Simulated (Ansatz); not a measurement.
Relaxed-ion elastic tensor of CdS (zinc blende, space group No. 216) in GPa (Voigt order), the program Ansatz at the PBEsol level (PAW); density 4.86 g/cm³, 24.70 Å³ per atom.

```
74.4  55.0  55.0   0.0   0.0   0.0
55.0  74.4  55.0   0.0   0.0   0.0
55.0  55.0  74.4   0.0   0.0   0.0
 0.0   0.0   0.0  26.3   0.0   0.0
 0.0   0.0   0.0   0.0  26.3   0.0
 0.0   0.0   0.0   0.0   0.0  26.3
```

### Question
Is the crystal mechanically stable?

### Answer
Yes: the smallest eigenvalue of C is 19.4 GPa.

### Question
Work out the Voigt, Reuss and Hill averages.

### Answer
K_V = 61.5, K_R = 61.5, K_H = 61.5; G_V = 19.7, G_R = 15.6, G_H = 17.7 GPa.

### Question
Give Young's modulus, Poisson's ratio, Pugh's ratio and the universal anisotropy index.

### Answer
E = 9KG/(3K + G) = 48.3 GPa; ν = 0.37; K/G = 3.48 (ductile by the Pugh limit of 1.75); A_U = 5G_V/G_R + K_V/K_R − 6 = 1.29.

### Question
Estimate the sound speeds and the Debye temperature.

### Answer
v_l = √((K + 4G/3)/ρ) = 4180 m/s, v_t = √(G/ρ) = 1910 m/s, mean 2150 m/s; Θ = (h/k)(3n/4πV)^(1/3) v_m = 220 K.

### Question
Give the Zener ratio and Young's modulus along [100], [110] and [111].

### Answer
A = 2C44/(C11 − C12) = 2.70; 1/E = S11 − 2(S11 − S12 − S44/2)Γ with Γ = 0, 1/4, 1/3 gives 27.7, 50.3, 69.0 GPa.

### Question
Solve the Christoffel equation for the three sound speeds along [100], [110], [111].

### Answer
Eigenvalues of C_ijkl n_j n_l equal ρv² (piezoelectric stiffening left out). In km/s, slowest first: [100] 2.33, 2.33, 3.91; [110] 1.41, 2.33, 4.33; [111] 1.77, 1.77, 4.46.

Space group F-43m (zinc blende). The cell was relaxed with PBEsol under the symmetry of its start.

Potentials: the later of the program's two PAW sets.
